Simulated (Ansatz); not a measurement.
Input:

AlBN$_{2}$:
```cif
data_Al4B4N8
_chemical_formula_sum 'Al4 B4 N8'
_space_group_name_H-M_alt 'I-42d'
_space_group_IT_number 122
_space_group_name_Hall 'I -4 2bw'
_cell_length_a 4.08782
_cell_length_b 4.08782
_cell_length_c 7.61800
_cell_angle_alpha 90.000
_cell_angle_beta 90.000
_cell_angle_gamma 90.000
loop_
_atom_site_label
_atom_site_type_symbol
_atom_site_symmetry_multiplicity
_atom_site_Wyckoff_symbol
_atom_site_fract_x
_atom_site_fract_y
_atom_site_fract_z
_atom_site_occupancy
Al1 Al 4 a 0.00000 0.00000 0.00000 1
B1 B 4 b 0.00000 0.00000 0.50000 1
N1 N 8 d 0.30685 0.25000 0.12500 1
```
(The calculation used a cell of 8 atoms; values per cell refer to that cell.)

This is the PBEsol-relaxed structure.

All from plane-wave PAW PBEsol (Ansatz code), unless another level is named. Predict the electron effective mass.

0.35, 0.35, 0.42 mₑ (principal values).

Next, the band gap?

2.69 eV (direct).

Give the HSE06 gap on the PBEsol cell.

4.07 eV.

And the valence-band maximum?

at Γ.

The start of the workflow was typed in or built on a structure type; neither database checked (COD, Materials Project) lists it. Whether it is the stable phase at ambient conditions was not checked. The cell was relaxed with PBEsol under the symmetry of its start; phonons on a q-mesh show no instability. The volume moved by -19 % from the start of the relaxation.

Potentials: the later of the program's two PAW sets.
